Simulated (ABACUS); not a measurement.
Consider a self-consistent single point of AlInSb2 (Pmm2, 4 atoms in the cell; from Materials Project mp-1228890, changed as shown).

```yaml
crystal:
  lattice:
    - [4.50617, 0.00000, 0.00000]
    - [0.00000, 4.50617, 0.00000]
    - [0.00000, 0.00000, 6.34882]
  atoms:
    - { symbol: Al, position: [0.00000, 0.00000, 0.00000] }
    - { symbol: In, position: [0.50000, 0.50000, 0.48740] }
    - { symbol: Sb, position: [0.00000, 0.50000, 0.23337] }
    - { symbol: Sb, position: [0.50000, 0.00000, 0.76663] }
```

Computed with LDA (PW92), PseudoDojo 0.4 standard norm-conserving LDA (tails mended) pseudopotentials (plane waves; ABACUS 3.10.1).

ABACUS settings:

| setting | value |
|---|---|
| KPT | Gamma 4 4 4 0 0 0 |
| basis_type | pw |
| dft_functional | PWLDA |
| ecutwfc | 84 Ry |
| smearing_method | gaussian |
| smearing_sigma | 0.00367493 Ry |
| potentials | PseudoDojo 0.4 standard norm-conserving LDA (tails mended) |
| symmetry | 1 |
| symmetry_prec | 1e-05 |
| ks_solver | dav_subspace |
| scf_nmax | 100 |
| scf_thr | 1.0e-09 Ry |
| mixing_type | broyden |
| mixing_beta | 0.4 |

Results:

```
Property                                                 Result
------------------------------------------------  -------------
Number of valence electrons                                  46
Number of bands                                              33
Number of k-points after the program's reduction             27
Number of plane waves (most at a k-point)                 11355
Number of SCF iterations                                      9
FFT grid                                           50 × 50 × 72
Free energy E − TS                                -6803.7341 eV
Pressure                                              -2.03 GPa
Largest force (vector length)                        0.646 eV/Å
```

Forces (eV/Å):
```csv
atom,Fx,Fy,Fz
Al1,0.000,0.000,-0.114
In2,0.000,0.000,0.646
Sb3,0.000,0.000,-0.248
Sb4,0.000,0.000,-0.285
```

Stress (GPa, positive for compression):
```
-1.17   0.00   0.00
 0.00  -2.48   0.00
 0.00   0.00  -2.45
```

For comparison: a first run was changed to give this one (atom 2 moved by -0.08 angstrom along z), and from it to this one the free energy rises by 6.5 meV/atom, the pressure stays near -2.03 GPa while the xx stress (positive for compression) goes from -1.92 to -1.17 GPa and the largest force goes from 0.034 to 0.646 eV/Å.

Spin-orbit coupling is left out, which matters for bands and gaps with elements this heavy. The structure comes from a collection of computed structures, made at another level of theory; the collection holds predicted forms beside known ones. No clean gap shows at this smearing width and mesh (spacing up to 0.35 Å⁻¹); the mesh is coarse for partly filled bands, so the values carry mesh errors. Semi-local functionals can close small gaps.

Cost on one core: around 120 core-seconds (rough).

“Tails mended”: in these copies of the files the far tail of each local potential was reset to the Coulomb form.
